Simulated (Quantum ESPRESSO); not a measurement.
```cif
data_Al2P2
_chemical_formula_sum 'Al2 P2'
_space_group_name_H-M_alt 'P 1'
_space_group_IT_number 1
_cell_length_a 3.80330
_cell_length_b 3.80330
_cell_length_c 6.24003
_cell_angle_alpha 90.000
_cell_angle_beta 90.000
_cell_angle_gamma 120.000
loop_
_space_group_symop_operation_xyz
  'x, y, z'
loop_
_atom_site_label
_atom_site_type_symbol
_atom_site_fract_x
_atom_site_fract_y
_atom_site_fract_z
_atom_site_occupancy
Al1 Al 0.33333 0.66667 0.00005 1
Al2 Al 0.66667 0.33333 0.50005 1
P1 P 0.33333 0.66667 0.37495 1
P2 P 0.66667 0.33333 0.87495 1
```

The PBEsol cell relaxed from Materials Project entry mp-8880 was given an isotropic strain of -1.5 % on all lattice vectors, and the atoms were relaxed again.

Question: What does norm-conserving PBEsol (Quantum ESPRESSO, 44 Ry, without SOC) give for the electronic structure near the Fermi level?

Answer: The PBEsol gap is indirect, 1.77 eV, from Γ to M; the smallest direct gap is 2.46 eV. 

This is not the ordinary phase of the substance; no match was found in the copy of COD used, and its stability was not checked.
